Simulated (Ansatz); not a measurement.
## InCoH$_{3}$: reading a single point

```yaml
crystal:
  lattice:
    - [2.60039, 4.50401, 0.00000]
    - [-2.60039, 4.50401, 0.00000]
    - [0.00000, 0.00000, 4.37806]
  atoms:
    - { symbol: H, position: [0.29640, 0.85180, 0.50000] }
    - { symbol: H, position: [0.85180, 0.85180, 0.50000] }
    - { symbol: H, position: [0.85180, 0.29640, 0.50000] }
    - { symbol: Co, position: [0.00000, 0.00000, 0.25594] }
    - { symbol: Co, position: [0.00000, 0.00000, 0.74406] }
    - { symbol: In, position: [0.33330, 0.33340, 0.50000] }
    - { symbol: In, position: [0.66670, 0.66660, 0.00000] }
    - { symbol: H, position: [0.70360, 0.14820, 0.00000] }
    - { symbol: H, position: [0.14820, 0.14820, 0.00000] }
    - { symbol: H, position: [0.14820, 0.70360, 0.00000] }
```

The numbers come from plane-wave PAW DFT (Ansatz): PBEsol, no spin polarisation, 420 eV, 8×8×8 Γ-centred k points, fermi-dirac occupations (width 0.1 eV). Nothing was relaxed.

Task: What happens at the Fermi level?

Result: It is a metal, with about 5.4 states/eV a cell as the mean within 0.25 eV of the Fermi level, mostly Co d (75 %).

Task: How is the charge shared?

Result: Bader charges in e: In +0.62, Co +0.22, H -0.28. In the mean In gives up most and H takes most.

Task: What do density and ELF say about some of the short contacts?

Result: H–Co at 1.71 Å: least valence density 0.57 e/Å³ and ELF 0.39 there. In–H at 2.61 Å: least valence density 0.14 e/Å³ and ELF 0.19 there. These are pseudo-fields; inside the PAW spheres they differ from the all-electron ones.

Task: What is the formation energy?

Result: 0.20 eV an atom against the elements' usual phases (free molecules for gases, crystals otherwise, with no correction for O₂ or N₂), so at this geometry it isn't bound against them. Relaxing would lower it.

Task: Is the cell too large or too small?

Result: The pressure is -3.1 GPa (compression positive), so with the atoms held at these fractions the cell would first shrink; the forces are large, so a full relaxation may end otherwise. The principal stresses -8.4, -8.4, 7.6 GPa differ, so its shape would change too.

Task: Which atom feels the largest force, and which way?

Result: The largest is on Co4 (and as large on other atoms): 1.30 eV/Å, components (0.00, 0.00, -1.30). It makes 129° with the line to a nearest neighbour, H1 at 1.71 Å.

Origin: a known structure type with other elements, at an estimated volume, so it need not be a known compound. Caveats: no spin polarisation, so a magnetic state may lie lower.
